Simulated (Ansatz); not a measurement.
**Sb: frozen-core PAW against all-electron methods**

```xyz
2
Lattice="3.3577 0.0000 0.0000 -1.6789 2.9079 0.0000 0.0000 0.0000 5.3122" Properties=species:S:1:pos:R:3 pbc="T T T"
Sb    0.0000    1.9386    1.3280
Sb    1.6789    0.9693    3.9841
```

Atom numbers follow the list: Sb1, Sb2.

The cell is COD entry 1539203, as deposited and not checked against the literature; nothing was relaxed. The listed cell was then made from it by scaling, straining or moving an atom.

Spin–orbit coupling is left out, though it moves levels of the heavy atoms by tenths of an eV or more.

Levels of theory: DFT, LDA, PAW with Ansatz's default frozen-core files, scalar-relativistic (Ansatz 0.2.0); DFT, LDA, all-electron PAW with datasets made for the crystal, scalar-relativistic (Ansatz 0.2.0); DFT, LDA, all-electron LAPW, scalar-relativistic (Ansatz 0.2.0).

For PAW: a Γ-centred 12×12×7 k mesh, Fermi–Dirac smearing of 0.03 eV, cutoff 420 eV, no spin polarisation; the PAW files were made with PBE, and the program remakes their frozen cores for this functional. The crystal-made all-electron datasets (AE datasets) take a cutoff of 160 eV at this cell. LAPW targets a basis error of 0.5 meV/atom. The Ansatz runs share mesh, smearing and spin set-up. Plane-wave (PAW) pressures include the program's estimate of the Pulay term.

Stress and pressure are positive in compression.

The change that made this cell: volume scaled by 0.99.

Spin–orbit coupling is left out, which moves gradients at and beside heavy atoms by some per cent and at worst by a factor of two.

In a metal, gradients converge slowly with the k mesh: the values move by tens of per cent from one mesh to another, at times in sign, so only the comparison on one mesh counts.

```
                             quantity    PAW  AE datasets   LAPW
                       pressure (GPa)  -0.68        -0.66  -0.66
                      stress xx (GPa)  -0.16        -0.13  -0.13
                      stress zz (GPa)  -1.73        -1.70  -1.70
field gradient Vzz at Sb1 (10²¹ V/m²)   2.60         2.59      –
```
